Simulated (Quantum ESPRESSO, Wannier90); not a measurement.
Tight-binding from DFT: PbSe (Cmcm)

```xyz
4
Lattice="4.3098 0.0000 0.0000 0.0000 0.0000 -4.4505 -2.1549 6.1339 0.0000" Properties=species:S:1:pos:R:3 pbc="T T T"
Pb     2.1549    -1.6164    -1.1126
Pb    -2.1549     1.6164     1.1126
Se     0.0000     1.7017    -1.1126
Se     0.0000    -1.7017     1.1126
```

Materials Project entry mp-1063670; symmetrised, unrelaxed at this level. Not found in the COD (Crystallography Open Database) copy used, which has the formula in other groups; not checked further. Method: PBEsol plane waves in Quantum ESPRESSO 7.5 (PseudoDojo norm-conserving files, 69 Ry, spinors with spin-orbit coupling), Bloch states on a 4×4×4 mesh through Γ, Wannier90 4.0.1. Density: 8×8×8 mesh, Gaussian smearing 0.01 Ry.

A tight-binding model is made by disentanglement and projection with no localisation steps (num_iter = 0), so the 32 orbitals stay atom-like: hydrogen-like Pb: s;p; Se: s;p, axes along x, y, z; frozen window up to 5.38 eV relative to the valence-band maximum. It follows pw.x to 8.7 meV rms for states up to 1.4 eV relative to the valence-band maximum. Matrix elements depend on this choice of orbitals and windows.

The 20 largest hoppings ⟨m,0|H|n,R⟩ between different sites (one of each Hermitian pair; signs follow the real orbitals' lobes; the list may end inside a set of equal values):

```json
[
 {"m": "Pb2 py↓", "n": "Se4 py↓", "R": "0 0 1", "distance of the centres (Å)": "3.20", "t (eV)": "2.088", "Im t (eV)": "0.000"},
 {"m": "Se3 py↑", "n": "Pb1 py↑", "R": "0 0 1", "distance of the centres (Å)": "3.20", "t (eV)": "2.088", "Im t (eV)": "0.000"},
 {"m": "Pb2 py↑", "n": "Se4 py↑", "R": "0 0 1", "distance of the centres (Å)": "3.20", "t (eV)": "2.088", "Im t (eV)": "0.000"},
 {"m": "Se3 py↓", "n": "Pb1 py↓", "R": "0 0 1", "distance of the centres (Å)": "3.20", "t (eV)": "2.088", "Im t (eV)": "0.000"},
 {"m": "Pb2 s↑", "n": "Se4 py↑", "R": "0 0 1", "distance of the centres (Å)": "2.92", "t (eV)": "1.603", "Im t (eV)": "0.000"},
 {"m": "Pb2 s↓", "n": "Se4 py↓", "R": "0 0 1", "distance of the centres (Å)": "2.92", "t (eV)": "1.603", "Im t (eV)": "0.000"},
 {"m": "Se3 py↑", "n": "Pb1 s↑", "R": "0 0 1", "distance of the centres (Å)": "2.92", "t (eV)": "-1.603", "Im t (eV)": "0.000"},
 {"m": "Se3 py↓", "n": "Pb1 s↓", "R": "0 0 1", "distance of the centres (Å)": "2.92", "t (eV)": "-1.603", "Im t (eV)": "0.000"},
 {"m": "Pb2 py↑", "n": "Se4 s↑", "R": "0 0 1", "distance of the centres (Å)": "3.06", "t (eV)": "-1.401", "Im t (eV)": "0.000"},
 {"m": "Se3 s↓", "n": "Pb1 py↓", "R": "0 0 1", "distance of the centres (Å)": "3.06", "t (eV)": "1.401", "Im t (eV)": "0.000"},
 {"m": "Pb2 py↓", "n": "Se4 s↓", "R": "0 0 1", "distance of the centres (Å)": "3.06", "t (eV)": "-1.401", "Im t (eV)": "0.000"},
 {"m": "Se3 s↑", "n": "Pb1 py↑", "R": "0 0 1", "distance of the centres (Å)": "3.06", "t (eV)": "1.401", "Im t (eV)": "0.000"},
 {"m": "Se3 px↓", "n": "Pb2 pz↓", "R": "0 0 0", "distance of the centres (Å)": "3.09", "t (eV)": "-1.095", "Im t (eV)": "0.002"},
 {"m": "Se4 px↑", "n": "Pb1 pz↑", "R": "0 0 0", "distance of the centres (Å)": "3.09", "t (eV)": "-1.095", "Im t (eV)": "-0.002"},
 {"m": "Pb1 pz↓", "n": "Se4 px↓", "R": "0 1 0", "distance of the centres (Å)": "3.09", "t (eV)": "1.095", "Im t (eV)": "0.002"},
 {"m": "Se3 px↑", "n": "Pb2 pz↑", "R": "0 1 0", "distance of the centres (Å)": "3.09", "t (eV)": "1.095", "Im t (eV)": "0.002"},
 {"m": "Pb1 pz↓", "n": "Se4 px↓", "R": "1 0 0", "distance of the centres (Å)": "3.11", "t (eV)": "1.095", "Im t (eV)": "-0.002"},
 {"m": "Se3 px↑", "n": "Pb2 pz↑", "R": "1 0 0", "distance of the centres (Å)": "3.11", "t (eV)": "1.095", "Im t (eV)": "-0.002"},
 {"m": "Pb1 pz↑", "n": "Se4 px↑", "R": "1 1 0", "distance of the centres (Å)": "3.11", "t (eV)": "-1.095", "Im t (eV)": "-0.002"},
 {"m": "Se3 px↓", "n": "Pb2 pz↓", "R": "1 1 0", "distance of the centres (Å)": "3.11", "t (eV)": "-1.095", "Im t (eV)": "-0.002"}
]
```
